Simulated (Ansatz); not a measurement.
Calculation log, TiC (Fm-3m) (elastic constants by finite strains)

Level of theory: r²SCAN, PAW on Ansatz 0.2.0's default frozen-core files (fitted under PBE), scalar-relativistic.

The cell comes from a PAW relaxation under the same functional.

Launched as:

```sh
ansatz run input.yaml --threads 1 --pin off --max-ram 2560MiB --backend cpu --events-out ev --progress --plain --runs-dir out
```

input.yaml:

```yaml
crystal:
  lattice:
    - [0.0, 2.16393861392, 2.16393861392]
    - [2.16393861392, 0.0, 2.16393861392]
    - [2.16393861392, 2.16393861392, 0.0]
  atoms:
    - { symbol: Ti, position: [0.0, 0.0, 0.0] }
    - { symbol: C, position: [0.5, 0.5, 0.5] }
kpoints:
  mp_grid: { grid: [16, 16, 16] }
scf:
  occupations: { method: fermi_dirac, width: 0.1 }
hamiltonian:
  xc: r2scan
  pseudopotentials: { kind: paw }
elastic:
  mode: relaxed_ion
  stencil: two_point
  amplitude: 0.003
```

The program printed:

```
Warning: RAYON_NUM_THREADS=1 ignored (pool sized by the plan → 1); use --threads N
Engine: ansatz 0.2.0, aarch64-unknown-linux-gnu
Pseudopotentials: kind: paw
Pseudopotential: Ti, paw, valence charge 12, recommended cutoff 500 eV (meta_gga), Ti.paw.azcp
Pseudopotential: C, paw, valence charge 4, recommended cutoff 500 eV (meta_gga), C.paw.azcp
Functional definition: r2SCAN
  parameter k0 = 0.174
  parameter k1 = 0.065
  parameter a1 = 4.9479
  exchange = r2scan_x(k0 = k0, k1 = k1, a1 = a1)
  correlation = r2scan_c
Crystal: 2 atoms, lattice volume = 20.266 Å³
Basis set: ecut = 500 eV, 531 PW (Γ), exchange–correlation on 96×96×96 points (64 copies of the dense FFT grid, shifted against one another)
Bands: 12, of which v1, the nominal top of the filled ones, is band 8 counted from 1 (7 counted from 0)
Symmetry: 48 space group operations
Space group: Fm-3m (ITA 225), of the structure as read, at distance tolerance 2.7e-5 Å
k-points: 145 of 4096
Non-local potential: Ti, projectors of the file, l = 0: 3, l = 1: 2, l = 2: 3, l = 3: 1
Non-local potential: C, projectors of the file, l = 0: 2, l = 1: 2, l = 2: 1
PAW form: soft (Blöchl's): semilocal exchange-correlation on the pseudo side does not see the compensation charge
PAW frozen core: Ti, regenerated for the run's functional (the file was generated under x = pbe(κ = 0.804, μ = 0.2195149727645171), c = pbe(β = 0.06672455060314922))
PAW frozen core: C, regenerated for the run's functional (the file was generated under x = pbe(κ = 0.804, μ = 0.2195149727645171), c = pbe(β = 0.06672455060314922))
PAW one-centre angular grid: Ti, 590 points (default); XC on 160 Gauss nodes
PAW one-centre angular grid: C, 302 points (default); XC on 239 of its mesh's 2573 points in the sphere
Initial density: superposition of atomic densities (neutral atoms: chi_scale 0, normalization atom), corrected by the library's trained network
Initial wavefunctions: pseudopotential atomic-orbital guess
[... 85 lines left out ...]
  E_aug_tail   = 0.000100  (compensation charges beyond the density's cutoff)
  E_vtau       = 12.483718  (kinetic-family band-sum trace: ∫τ·v_τ [+ j·A + Jᵃ·Aᵃ] dr)
  E_ewald      = -1394.410142
  E_core_change = -0.278231  (= ΣΔE_core)
  E_smearing   = -0.009125  (= −TS)
  E_closure    = 0.000000  (closes the sum)
  Σ components = -2758.019440   (vs F -2758.019440, Δ=0.00e0)
--- Forces (eV/Å), atoms counted from 1 ---
  atom   1  Ti     0.00000000     0.00000000     0.00000000
  atom   2  C      0.00000000    -0.00000000     0.00000000
  max |Σ_I F_I| component: 8.74e-30 eV/Å
--- Stress (GPa, compression-positive) ---
        0.001920       0.000000      -0.000000
        0.000000       0.001920      -0.000000
        0.000000      -0.000000       0.001920
  P = ⅓ Tr σ = 0.0019 GPa (0.019 kbar)
--- Elastic constants: 2 strain directions × 2 members + reference (group order 48) ---
  dense FFT box of the reference and of every strained cell: 24×24×24
  strains applied: 11, 23; error gains: componentwise 1.00 (the most a stress slope's error grows in a printed constant), spectral 1.73 (1 for all six strains in a standard setting)
  C = ∂σ_k/∂η_j (tension-positive GPa; Voigt order 11 22 33 23 13 12):
       527.903    129.655    129.655      0.000      0.000     -0.000
       129.655    527.903    129.655      0.000      0.000     -0.000
       129.655    129.655    527.903      0.000      0.000      0.000
         0.000     -0.000     -0.000    186.094     -0.000     -0.000
        -0.000     -0.000      0.000      0.000    186.094      0.000
        -0.000      0.000      0.000     -0.000     -0.000    186.094
  reference stress σ⁰ (GPa):     -0.002     -0.002     -0.002      0.000      0.000      0.000
  C* (energy form; C + prestress term) asymmetry max|C*_kj − C*_jk| = 5.684e-14 GPa — a small one proves nothing (zero by symmetry where the batch's group is 432, −43m or m−3m); a large one is finite-difference/SCF noise where ...
  moduli (Voigt/Reuss/Hill, GPa): K = 262.40/262.40/262.40   G = 191.31/191.10/191.20   E = 461.51   ν = 0.207
  mechanically stable: yes (min eigenvalue of sym C = 186.09 GPa)
  strain η (Voigt 11):  stress-route row diagonal C_11 = 527.90 GPa, energy-path curvature d²(F+E_count+ΔE)/dδ²/Ω₀ = 527.85 GPa
         δ    σ_11 (GPa)             F (eV)   n_scf  n_hpsi   n_pw
    -3.000e-3      -1.6122       -2758.0191360       9   85837    533   relax 0 steps, max|allowed force component| 0.00e0 eV/Å
     3.000e-3       1.5552       -2758.0191456       7   76167    534   relax 0 steps, max|allowed force component| 1.07e-29 eV/Å
  strain η (Voigt 23):  stress-route row diagonal C_44 = 186.09 GPa, energy-path curvature d²(F+E_count+ΔE)/dδ²/Ω₀ = 186.10 GPa
         δ    σ_23 (GPa)             F (eV)   n_scf  n_hpsi   n_pw
    -3.000e-3      -0.5583       -2758.0193360       8  149407    534   relax 0 steps, max|allowed force component| 2.37e-30 eV/Å
     3.000e-3       0.5583       -2758.0193360       6  125938    534   relax 0 steps, max|allowed force component| 2.96e-30 eV/Å
```

The run converged.

**Elastic moduli**

Elastic constants of a crystal by Kohn-Sham DFT: slopes of the stress over finite engineering strains of the given cell, Voigt indices, Cartesian axes as in the input; Hill averages of a grain aggregate, Debye temperature from the mean sound speed over directions.

```
Bulk modulus                     : 262.4 GPa
Shear modulus                    : 191.2 GPa
Young modulus                    : 461.5 GPa
Poisson ratio                    : 0.2069
Bulk over shear modulus          : 1.372
Elastic anisotropy index         : 0.0055
Least young modulus              : 451.5 GPa
Largest young modulus            : 476.8 GPa
Longitudinal sound speed         : 10270 m/s
Transverse sound speed           : 6243 m/s
Elastic debye temperature        : 948.8 K
Linear compressibility (x, y, z) : 1.27, 1.27, 1.27 1/TPa
Zener ratio                      : 0.9346
Cauchy pressure                  : -56.44 GPa
```

**Strained cells**

Stress of each strained cell less that at rest, tension positive.

```
strain component  strain  stress xx (GPa)  stress yy (GPa)  stress zz (GPa)  stress yz (GPa)  stress xz (GPa)  stress xy (GPa)  relaxation steps
              xx  -0.003            -1.61           -0.391           -0.391                0                0                0                 0
              xx   0.003            1.557           0.3869           0.3869                0                0                0                 0
              yz  -0.003          -0.0002          -0.0008          -0.0008          -0.5583                0                0                 0
              yz   0.003          -0.0002          -0.0008          -0.0008           0.5583                0                0                 0
```

Elastic constants:

* Pressure at rest: 0.002 GPa
* Least elastic eigenvalue: 186.1 GPa
* Elastically stable: yes

```
index  elastic (GPa)
   11          527.9
   12          129.7
   44          186.1
```

Limits of these numbers: frozen-core PAW files fitted under PBE, their cores solved anew for the functional of the run; responses of metals move with mesh and smearing.

Time and hardware: 72 s on 1 thread of Arm Neoverse V1, on a shared host, peak memory 0.54 GiB.
